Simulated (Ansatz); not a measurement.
Relaxed candidate structures of LiTaO3:

A. R3c, hexagonal axes (No. 161), hR10, AFLOW prototype ABC3_hR10_161_a_a_b (as in LiNbO3); a = b = 5.139 Å, c = 13.765 Å, α = β = 90.00°, γ = 120.00°; Li 6a (0.000, 0.000, 0.295); Ta 6a (0.000, 0.000, 0.011); O 18b (0.048, 0.344, 0.081); non-magnetic

B. P6₃/mmc (No. 194), hP10; a = 5.472 Å, b = 5.472 Å, c = 5.371 Å, α = 90.00°, β = 90.00°, γ = 120.00°; Li 2d (0.667, 0.333, 0.250); Ta 2a (0.000, 0.000, 0.000); O 6h (0.156, 0.312, 0.250); non-magnetic

C. P4/mmm (No. 123), tP5; a = 3.997 Å, b = 3.997 Å, c = 3.887 Å, α = 90.00°, β = 90.00°, γ = 90.00°; Li 1d (0.500, 0.500, 0.500); O 2e (0.000, 0.500, 0.500); O 1a (0.000, 0.000, 0.000); Ta 1b (0.000, 0.000, 0.500); non-magnetic

Question: Put the candidates in order of energy per atom, lowest first, for PBEsol (plane waves to 420 eV, PAW, scalar-relativistic; Ansatz, a program for electronic structure).

Answer: A (reference, the lowest of the structures calculated here), C (+0.111 eV/atom), B (+0.620 eV/atom)

Question: Give each candidate's band gap.

Answer: No candidate is metallic. A: 3.80 eV (no spin-orbit coupling); B: 1.88 eV (no spin-orbit coupling); C: 1.67 eV (no spin-orbit coupling).

1 run with a doubtful electronic state, a coarser numerical grid, an end not at rest or a source that can't be used is left out. Each run could gain symmetry but not lose that of its start, so entries can be saddle points. From databases, or of a type measured for this composition: R3c, hR10, AFLOW prototype ABC3_hR10_161_a_a_b (as in LiNbO3), non-magnetic; the others are generated cells (placed on structure types, drawn at random, substituted or restacked) that were not matched to a known phase here. Each structure is listed in the lowest spin state found for it. Energies are at zero temperature and pressure, without zero-point motion. Each cell has its own k-point mesh; energy differences are given only to the digits this allows. No spin polarisation in the result. Gaps of cells over 8 atoms come from the SCF mesh and high-symmetry points alone.
